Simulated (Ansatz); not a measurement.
One crystal and one scan (scan of one atom of the cell) at two levels, r2SCAN (plane waves to 500 eV, PAW, scalar-relativistic; Ansatz, an electronic-structure program) and PBE (plane waves to 420 eV, PAW, scalar-relativistic; Ansatz), each from its own relaxed cell and on its own mesh. The cell shown is that of r2SCAN.

GaP (zinc blende)

```yaml
crystal:
  lattice:
    - [0.00000, 5.45138, 5.45138]
    - [2.72569, 0.00000, 2.72569]
    - [2.72569, 2.72569, 0.00000]
  atoms:
    - { symbol: P, position: [0.37500, 0.75000, 0.75000] }
    - { symbol: P, position: [0.87500, 0.75000, 0.75000] }
    - { symbol: Ga, position: [0.00000, 0.00000, 0.00000] }
    - { symbol: Ga, position: [0.50000, 0.00000, 0.00000] }
```

In each cell atom 4 (Ga, nearest neighbour P at 2.361 Å; its periodic images, 3.9 Å or more away, move with it) moves by s·(0.577, 0.577, 0.577) (along Cartesian [111]), the rest being held.

The energy includes the smearing's −TS. GaP was relaxed with its symmetry unable to fall. Percentages come from the unrounded values.

Results of r2SCAN:

* **Lattice constant a (Å)**: 5.451
* **Band gap of the relaxed cell, no spin-orbit coupling (eV)**: 1.85
* **Force constant k = d²E/ds² at s = 0 (finite differences) (eV/Å²)**: 10.24
* **Shape of the curve**: a single well with its minimum at or next to zero displacement

What does PBE give for the same quantities?


```csv
quantity,PBE,r2SCAN − PBE
Lattice constant a (Å),5.506,-0.055 (-1.0 %)
"Band gap of the relaxed cell, no spin-orbit coupling (eV)",1.58,+0.27 (+17 %)
Force constant k = d²E/ds² at s = 0 (finite differences) (eV/Å²),9.36,+0.88 (+9.4 %)
```

r2SCAN gives the higher value for: band gap of the relaxed cell, no spin-orbit coupling; force constant k = d²E/ds² at s = 0. r2SCAN gives the lower value for: lattice constant a. Both give the same shape of the curve: a single well with its minimum at or next to zero displacement. Neither level is exact: the differences show how much the result hangs on the functional.

(A displaced cell: forces are minus the slopes of the energy, force constants its curvatures, and phonons follow from these.)
